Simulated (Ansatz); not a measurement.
Structure relaxation, Cu

The start is a generated cell, Cu built in the AFLOW prototype A_oF8_70_a. The cell and all atomic positions are relaxed at zero pressure with r2SCAN (plane waves to 500 eV, PAW, scalar-relativistic; Ansatz, a quantum-chemistry and plane-wave program). First-step values are on the input's coarse k-mesh.

Ansatz input (later rounds restart from its end on a renewed k-mesh):
Ansatz 0.2 input:
```yaml
crystal:
  lattice:
    - [0, 2.3015384, 4.0546848]
    - [1.2603359, 0, 4.0546848]
    - [1.2603359, 2.3015384, 0]
  atoms:
    - { symbol: Cu, position: [0.25, 0.25, 0.25] }
    - { symbol: Cu, position: [0, 0, 0] }
basis: { ecutwfc: 500, ecutrho_ratio: 4, xc_grid: 4, fft_grid_basis: typed }
kpoints: { mp_grid: { grid: [15, 15, 15] } }
hamiltonian:
  xc: r2scan
  dispersion: none
  pseudopotentials: { kind: paw }
scf: { occupations: { method: fermi_dirac, width: 0.05 } }
relax: { f_tol: 0.01, max_steps: 100, cell: { stress_tol: 0.02 } }
output: { forces: true, stress: true }
```

Problem. By how much does the energy per atom fall from start to end?

Solution. 0.03 eV/atom.

Problem. How does the volume change?

Solution. -1.6 %, from 11.76 to 11.58 Å³/atom.

Problem. How do the shortest distances between atoms change?

Solution. The closest pairs of elements (up to four, under 3.6 Å), start → end: Cu–Cu 2.41 → 2.46 Å.

Problem. Is the relaxed structure metallic? Give its gap.

Solution. No gap (metallic).

The space group stays Fddd (No. 70) (the run could not lower it); the end is AFLOW prototype A_oF8_70_a, with 2 atoms in the primitive cell. Final values are on a 22×22×22 k-mesh of the relaxed cell. No spin polarisation in the result.

The run could not lose the symmetry of its start: the end is stationary, and may be a saddle point rather than a minimum.

All atoms sit on sites fixed by symmetry, so only the cell could relax.

The relaxed structure here is a generated cell of Cu: the first start was made by placing the elements on the sites of a structure type, and the end was not matched to a known phase here, so it may be hypothetical. Known forms of Cu include space group No. 225.
